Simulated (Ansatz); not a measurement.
Every step of a relaxation of Pt (hcp type)

DFT, LDA, PAW with Ansatz's default frozen-core files, scalar-relativistic (Ansatz 0.2.0); a Γ-centred 16×16×9 k mesh, Fermi–Dirac smearing of 0.08 eV, no spin polarisation. The run relaxes cell and atoms at a target pressure of 0 GPa.

Command: `ansatz run input.yaml --threads 1 --pin off --max-ram 2048MiB --backend cpu --events-out ev --progress --plain --runs-dir out` It took 23 s on 1 thread of Arm Neoverse V1, with other jobs on the host, peak memory 0.35 GiB.

PAW: frozen-core files, cutoff 420 eV; forces are relaxed below 0.005 eV/Å.

Each step lists its free energy a cell above the last geometry, the pressure, the cell vectors (Å), and Cartesian positions (Å) with forces (eV/Å).

The first step:

```
step 1  dF = 40.12 meV  P = 1.86 GPa
  cell 2.7614 0.0000 0.0000  -1.3807 2.3915 0.0000  0.0000 0.0000 4.4735
  Pt 0.0000 1.5943 1.1184   0.0000 0.0000 0.0000
  Pt 1.3807 0.7972 3.3551   0.0000 0.0000 0.0000
```

Spin–orbit coupling is left out, which matters for the heavy atoms. The PAW files were made under PBE.

The symmetry of the start is kept and no stability test is made, so the end need not be the stable phase.

Question: Where does the relaxation end, and by which steps?

Answer: After 5 geometries, with conventional a, b, c = 2.714, 2.714, 4.658 Å, at 14.860 Å³/atom (+0.60 % against the start) in space group P6_3/mmc, with a shortest distance of 2.714 Å. The further steps:
```
step 2  dF = 3.70 meV  P = -2.88 GPa
  cell 2.7302 0.0000 0.0000  -1.3651 2.3645 0.0000  0.0000 0.0000 4.6469
  Pt 0.0000 1.5763 1.1617   0.0000 0.0000 0.0000
  Pt 1.3651 0.7882 3.4852   0.0000 0.0000 0.0000
step 3  dF = 2.70 meV  P = 2.17 GPa
  cell 2.6997 0.0000 0.0000  -1.3498 2.3380 0.0000  0.0000 0.0000 4.6788
  Pt 0.0000 1.5587 1.1697   0.0000 0.0000 0.0000
  Pt 1.3498 0.7793 3.5091   0.0000 0.0000 0.0000
step 4  dF = 0.01 meV  P = -0.08 GPa
  cell 2.7151 0.0000 0.0000  -1.3576 2.3514 0.0000  0.0000 0.0000 4.6560
  Pt 0.0000 1.5676 1.1640   0.0000 0.0000 0.0000
  Pt 1.3576 0.7838 3.4920   0.0000 0.0000 0.0000
step 5  dF = 0.00 meV  P = -0.01 GPa
  cell 2.7142 0.0000 0.0000  -1.3571 2.3505 0.0000  0.0000 0.0000 4.6585
  Pt 0.0000 1.5670 1.1646   0.0000 0.0000 0.0000
  Pt 1.3571 0.7835 3.4938   0.0000 0.0000 0.0000
step 6  dF = -0.07 meV  P = 0.01 GPa  (same geometry on a basis chosen anew; earlier energies don't compare to the last digit)
  cell 2.7142 0.0000 0.0000  -1.3571 2.3505 0.0000  0.0000 0.0000 4.6585
  Pt 0.0000 1.5670 1.1646   0.0000 0.0000 0.0000
  Pt 1.3571 0.7835 3.4938   0.0000 0.0000 0.0000
```
